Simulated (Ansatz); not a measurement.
How far is PAW off for SnO?

```
Sn O
1.0
     3.80200    0.00000    0.00000
     0.00000    3.80200    0.00000
     0.00000    0.00000    4.83600
Sn O
2 2
Cartesian
  0.0000 1.9010 1.1534
  1.9010 0.0000 3.6826
  0.0000 0.0000 0.0000
  1.9010 1.9010 0.0000
```

Atoms are numbered in the order listed.

The cell is COD entry 9008956, as deposited and not checked against the literature; nothing was relaxed.

Spin–orbit coupling is left out, though it moves levels of the heavy atoms by tenths of an eV or more.

Levels of theory: DFT, PBEsol, PAW with Ansatz's default frozen-core files, scalar-relativistic (Ansatz 0.2.0); DFT, PBEsol, all-electron PAW with datasets made for the crystal, scalar-relativistic (Ansatz 0.2.0); DFT, PBEsol, all-electron LAPW, scalar-relativistic (Ansatz 0.2.0).

For PAW: a Γ-centred 8×8×6 k mesh, Fermi–Dirac smearing of 0.01 eV, cutoff 420 eV, no spin polarisation; the PAW files were made with PBE, and the program remakes their frozen cores for this functional. The crystal-made all-electron datasets (AE datasets) take a cutoff of 360 eV at this cell. LAPW targets a basis error of 1 meV/atom. The Ansatz runs share mesh, smearing and spin set-up. Plane-wave (PAW) pressures include the program's estimate of the Pulay term.

Stress and pressure are positive in compression.

No spin–orbit coupling: at heavy atoms the gradients can be off by tens of per cent for that reason.

In a metal, gradients converge slowly with the k mesh: the values move by tens of per cent from one mesh to another, at times in sign, so only the comparison on one mesh counts.

Levels count from the Fermi level.

```csv
quantity,PAW,AE datasets,LAPW
pressure (GPa),-0.07,-0.10,-0.10
stress xx (GPa),0.07,0.04,0.04
stress zz (GPa),-0.35,-0.37,-0.37
"force on Sn1, z (eV/Å)",0.067,0.064,0.063
highest filled level at R (eV),-1.768,-1.768,-1.768
lowest empty level at R (eV),2.539,2.540,2.540
highest filled level at M (eV),-0.005,-0.004,-0.004
highest filled level at X (eV),-2.760,-2.760,-2.760
lowest empty level at X (eV),3.149,3.150,3.150
field gradient Vzz at Sn1 (10²¹ V/m²),-17.00,-16.88,–
```

PAW's pressure differs from the LAPW value by +0.03 GPa.
